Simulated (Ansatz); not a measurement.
Below is a relaxed structure of Ti₃Al₄Ni. The cell was found from a structure generator's guess, not taken from experiment.

All numbers below come from DFT PBE, scalar-relativistic, plane waves, PAW in Ansatz 0.2.0. Cutoff 420 eV, Γ-centred mesh, Gaussian smearing, no spin polarisation.

```
CELL_PARAMETERS angstrom
6.27637 0.00000 0.00000
0.00000 6.27637 0.00000
0.00000 0.00000 3.09174
ATOMIC_POSITIONS crystal
Ti 0.50000 0.00000 0.50000
Ti 0.50000 0.50000 0.50000
Ti 0.00000 0.50000 0.50000
Al 0.22348 0.77652 0.00000
Al 0.22348 0.22348 0.00000
Al 0.77652 0.77652 0.00000
Al 0.77652 0.22348 0.00000
Ni 0.00000 0.00000 0.50000
```

Energies over the elements count from the elements' standard structures at the same level, with no fitted energy shifts.

**Question.** What space group does it have?

**Answer.** P4/mmm (No. 123). Conventional cell: a = 6.276 Å, c = 3.092 Å. Ti on a site of symmetry mmm has 8 Al at 2.71 Å, 4 Ti at 3.09–3.14 Å and 2 Ni at 3.14 Å; Ti on a site of symmetry 4/mmm is surrounded by 8 Al at 2.90 Å and 6 Ti at 3.09–3.14 Å; Al is surrounded by 2 Ni at 2.51 Å, 4 Ti at 2.71 Å, 2 Al at 2.81 Å, 2 Ti at 2.90 Å and 2 Al at 3.09 Å; around Ni lie 8 Al at 2.51 Å, 2 Ni at 3.09 Å and 4 Ti at 3.14 Å.

**Question.** How far does it lie from the elements in energy?

**Answer.** −0.42 eV/atom.

**Question.** Is it a metal?

**Answer.** Yes, bands cross the Fermi level on the 6×6×12 mesh.

The last run used a 6×6×12 mesh (in the run's order of axes) for its 8-atom cell and Gaussian smearing of 0.10 eV. Trial moments died out on the coarse mesh, so the last step has no spin; another magnetic start might hold. A structure relaxed within its symmetry needn't be a true minimum. Another cell of Ti3Al4Ni relaxed alike, in P4/mmm, lies 59 meV/atom lower, so this cell isn't the stable form at this level.
